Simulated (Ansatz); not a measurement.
The relaxed structure here is a generated cell of Ba: the first start was made by placing the elements on the sites of a structure type, and the end was not matched to a known phase here, so it may be hypothetical. Known forms of Ba include space group No. 229.

One starting cell of Ba (a generated cell, Ba built in the beta-Sn structure type) was relaxed twice with Ansatz (plane waves, PAW, scalar-relativistic): with r2SCAN at 500 eV and with PBE at 420 eV. The r2SCAN result:

```
Ba
1.0
   -3.80858     3.80858     2.06422
    3.80858    -3.80858     2.06422
    3.80858     3.80858    -2.06422
Ba
2
Direct
  0.75000   0.25000   0.50000
  0.00000   0.00000   0.00000
```

```
quantity                           r2SCAN      PBE
--------------------------------  -------  -------
space group                       I4₁/amd  I4₁/amd
volume (Å³/atom)                    59.88      [?]
a (Å)                               7.617      [?]
c (Å)                               4.128      [?]
gap (eV, no spin-orbit coupling)     0.00      [?]
```

### Question
What does PBE give for the same quantities?

### Answer

- volume (Å³/atom), PBE: 60.26
- a (Å), PBE: 7.639
- c (Å), PBE: 4.131
- gap (eV, no spin-orbit coupling), PBE: 0.00

Both levels end in the same structure; PBE's volume is 0.6 % larger. Neither column is exact.

No spin polarisation in the result.

The run could not lose the symmetry of its start: the end is stationary, and may be a saddle point rather than a minimum.

All atoms sit on sites fixed by symmetry, so only the cell could relax.

Ansatz is a quantum-chemistry and plane-wave program.
